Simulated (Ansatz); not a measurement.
C in space group P6_122 (No. 178; C on 6b) at seven volumes, PBEsol in the plane-wave PAW code Ansatz, shape and atoms relaxed at each. One row is withheld.

```
V (Å³/atom)  P (GPa)
-----------  -------
5.578              ?
5.762          27.83
5.946          12.93
6.130          -0.01
6.314         -11.25
6.498         -21.01
6.682         -29.49
```

Problem. Fit the shown pressures and predict the withheld one.

Solution. Third-order Birch–Murnaghan: P = (3/2)B₀(x^(7/2) − x^(5/2))[1 + (3/4)(B′ − 4)(x − 1)] with x = (V₀/V)^(2/3). Least squares on the six rows gives V₀ = 6.130 Å³/atom, B₀ = 401.2 GPa, B′ = 3.70. At V = 5.578, x = 1.0649 and P = 45.06 GPa. The run itself gave 44.97 GPa.

The start of the workflow was typed in or built on a structure type; neither database checked (COD, Materials Project) lists it. It is not the phase usual at ambient conditions (space group No. 194, 227). The cell was relaxed with PBEsol under the symmetry of its start; whether a distortion lowers the energy is not shown.

Potentials: the later of the program's two PAW sets.
